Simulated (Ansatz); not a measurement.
## Li₃ClO: vacancy migration on the Cl sublattice

These are results of DFT PBEsol, scalar-relativistic, plane waves, PAW (Ansatz), not measurements. Cutoff 420 eV, Γ-centred 4×4×4 k-points, Gaussian smearing of 0.05 eV. No spin polarisation.

The perfect supercell:

```
CELL_PARAMETERS angstrom
-3.83955 3.83955 3.83955
3.83955 -3.83955 3.83955
3.83955 3.83955 -3.83955
ATOMIC_POSITIONS crystal
Li 0.50000 0.75000 0.75000
Li 0.00000 0.25000 0.75000
Li 0.00000 0.75000 0.25000
Li 0.50000 0.25000 0.25000
Li 0.75000 0.50000 0.75000
Li 0.25000 0.00000 0.75000
Li 0.25000 0.50000 0.25000
Li 0.75000 0.00000 0.25000
Li 0.75000 0.75000 0.50000
Li 0.25000 0.25000 0.50000
Li 0.25000 0.75000 0.00000
Li 0.75000 0.25000 0.00000
Cl 0.50000 0.00000 0.50000
Cl 0.00000 0.50000 0.50000
Cl 0.00000 0.00000 0.00000
Cl 0.50000 0.50000 0.00000
O 0.50000 0.50000 0.50000
O 0.00000 0.00000 0.50000
O 0.00000 0.50000 0.00000
O 0.50000 0.00000 0.00000
```

Atom 13 (Cl) is removed, leaving a vacancy of charge +1 (uniform background), and atom 14 jumps 3.84 Å into it. The vacancy and the half-way point are each relaxed at fixed cell, keeping their symmetry. The supercell is small, and one in 4 of its Cl atoms is missing. It repeats after two jumps, so the jumping atom has a vacancy on both sides, which can shift the barrier from that beside a lone vacancy.

Problem. How high does the half-way point lie?

Solution. 1.65 eV above the relaxed vacancy, with the jumping atom 0.00 Å off the straight line, where the cell's symmetry pins it, so a bent path, which could be lower, wasn't tried. This is the barrier if that point is a first-order saddle, which wasn't checked.

Cost: 2 runs of about 1.8 core-minutes in all, on Arm Neoverse V2 (shared hosts).